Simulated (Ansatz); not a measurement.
Values for one crystal, relaxed and computed with DFT-PBEsol in the program Ansatz with PAW potentials; other levels are named.

- Volume per atom = 18.10 Å³
- Electronic character = metallic (no gap)
- Pressure derivative B′ = 5.7
- Elastic constants (relaxed ions, GPa) = C11 = 199, C12 = 96.6, C13 = 18.5, C33 = 237, C44 = -16.5
- Bulk modulus (Birch–Murnaghan fit) = 1000 kbar
- Density of states at the Fermi level = 0.27 states/eV per atom (mean over ±0.08 eV)
- Gap with spin–orbit coupling = none (metallic)

Task: Which compound is it?
A. Li, diamond
B. Li, bcc (W type)
C. Ag, simple hexagonal
D. Ta, diamond

Result: C, Ag, simple hexagonal

Space group P6/mmm (simple hexagonal). The start of the workflow was typed in or built on a structure type; neither database checked (COD, Materials Project) lists it. It is not the phase usual at ambient conditions (space group No. 225). The PBEsol relaxation kept the symmetry of its start. At this level the phase is mechanically unstable. The run is not spin-polarised. As this level gives no gap, shear constants depend on the k-mesh and smearing (Fermi–Dirac, 0.1 eV here). Spin–orbit coupling is left out wherever it is not named.

Potentials: the later of the program's two PAW sets.
